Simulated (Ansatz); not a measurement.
Crystals of one structure type (rock salt), relaxed and computed with the program Ansatz at the r²SCAN level (PAW).

```
crystal  a (Å)  gap (eV)  B₀ by P(V) fit (GPa)  G_Hill (GPa)  Θ_D (K)  electron conductivity mass (mₑ)
-------  -----  --------  --------------------  ------------  -------  -------------------------------
LiCl     5.112      7.29                  34.8          23.9      434                             0.47
NaCl     5.608      5.97                  27.5          17.1      328                             0.40
KCl      6.293      5.83                  19.1          10.4      241                             0.45
AgCl     5.545      1.48                  50.5           8.4      149                             0.29
```

All cells were relaxed under the symmetry of their starts (and spin orders); stability against distortions was not tested throughout. Rows with no word on spin ran without spin polarisation. Spin–orbit coupling is left out wherever it is not named.

Potentials: the later of the program's two PAW sets.
